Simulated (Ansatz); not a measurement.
The start is a relaxed WC cell shaken by Gaussian noise of σ = 0.08 Å a coordinate. The cell and all atomic positions are relaxed at zero pressure with PBE (plane waves to 420 eV, PAW, scalar-relativistic; Ansatz, an electronic-structure program). First-step values are on the input's coarse k-mesh.

Ansatz input (later rounds restart from its end on a renewed k-mesh):
Ansatz 0.2 input:
```yaml
crystal:
  lattice:
    - [4.4034622988, 0, 0]
    - [0, 4.4034622988, 0]
    - [0, 0, 4.4034622988]
  atoms:
    - { symbol: W, position: [0.1214722216, 0.1497844754, 0.1393330916] }
    - { symbol: W, position: [0.6425589668, 0.3767491183, 0.8645817112] }
    - { symbol: W, position: [0.8838819264, 0.6335246927, 0.3630640394] }
    - { symbol: W, position: [0.3752964729, 0.8596815197, 0.6661309044] }
    - { symbol: C, position: [0.8314568513, 0.8316124556, 0.846236114] }
    - { symbol: C, position: [0.3365344018, 0.6302482551, 0.1512224292] }
    - { symbol: C, position: [0.1721601078, 0.3446118661, 0.6346079293] }
    - { symbol: C, position: [0.6516104511, 0.1373943287, 0.3592047662] }
basis: { ecutwfc: 420, ecutrho_ratio: 4, xc_grid: 2, fft_grid_basis: typed }
kpoints: { mp_grid: { grid: [5, 5, 5] } }
hamiltonian:
  xc: pbe
  dispersion: none
  pseudopotentials: { azcp: { folder: ./paw }, kind: paw }
scf: { occupations: { method: fermi_dirac, width: 0.05 } }
relax: { f_tol: 0.01, max_steps: 100, cell: { stress_tol: 0.02 } }
output: { forces: true, stress: true }
```

Question: What is the largest force in the starting geometry, and on which atom (counted from 1)?

Answer: About 2.9 eV/Å, on W4 (atoms numbered as listed).

Question: Is the parent structure recovered?

Answer: It relaxes back to the parent, P2₁3 (No. 198).

Question: How do the shortest distances between atoms change?

Answer: The closest pairs of elements (up to four, under 3.6 Å), start → end: C–W 2.16 → 2.22 Å; W–W 2.57 → 2.70 Å; C–C 2.58 → 2.72 Å.

Question: What band gap does the relaxed structure have at this level?

Answer: Zero (metallic).

It ends as:

```cif
data_C4W4
_chemical_formula_sum 'W4 C4'
_space_group_name_H-M_alt 'P213'
_space_group_IT_number 198
_space_group_name_Hall 'P 2ac 2ab 3'
_cell_length_a 4.40328
_cell_length_b 4.40328
_cell_length_c 4.40328
_cell_angle_alpha 90.000
_cell_angle_beta 90.000
_cell_angle_gamma 90.000
loop_
_atom_site_label
_atom_site_type_symbol
_atom_site_symmetry_multiplicity
_atom_site_Wyckoff_symbol
_atom_site_fract_x
_atom_site_fract_y
_atom_site_fract_z
_atom_site_occupancy
W1 W 4 a 0.63849 0.63849 0.63849 1
C1 C 4 a 0.34782 0.34782 0.34782 1
```

Final values are on a 11×11×11 k-mesh of the relaxed cell. No spin polarisation in the result.

The relaxed structure here is a generated cell of WC: the first start was made by placing the elements on the sites of a structure type, and the end was not matched to a known phase here, so it may be hypothetical. Known forms of WC include space group No. 187.
